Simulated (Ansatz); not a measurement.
CoPdO₂ in space group R-3m (No. 166; Pd on 3a, Co on 3b, O on 6c) under volume change, r²SCAN (plane waves, PAW; program Ansatz), shape and atoms relaxed at each volume.

```json
[
 {"V (Å³/atom)": "9.310", "E − E(relaxed) (meV/atom)": "68.3", "P (GPa)": "25.97"},
 {"V (Å³/atom)": "9.617", "E − E(relaxed) (meV/atom)": "28.6", "P (GPa)": "15.82"},
 {"V (Å³/atom)": "9.924", "E − E(relaxed) (meV/atom)": "6.7", "P (GPa)": "7.24"},
 {"V (Å³/atom)": "10.231", "E − E(relaxed) (meV/atom)": "0.0", "P (GPa)": "0.00"},
 {"V (Å³/atom)": "10.538", "E − E(relaxed) (meV/atom)": "6.0", "P (GPa)": "-6.13"},
 {"V (Å³/atom)": "10.845", "E − E(relaxed) (meV/atom)": "22.9", "P (GPa)": "-11.30"},
 {"V (Å³/atom)": "11.152", "E − E(relaxed) (meV/atom)": "48.8", "P (GPa)": "-15.67"}
]
```

What does a third-order Birch–Murnaghan fit give for V₀, B₀ and B′?

V₀ = 10.23 Å³/atom, B₀ = 222 GPa, B′ = 4.6.

The cell was relaxed with r²SCAN under the symmetry of its start. The workflow began spin-polarised and lost its moments. No Hubbard U is applied.

Potentials: the later of the program's two PAW sets.
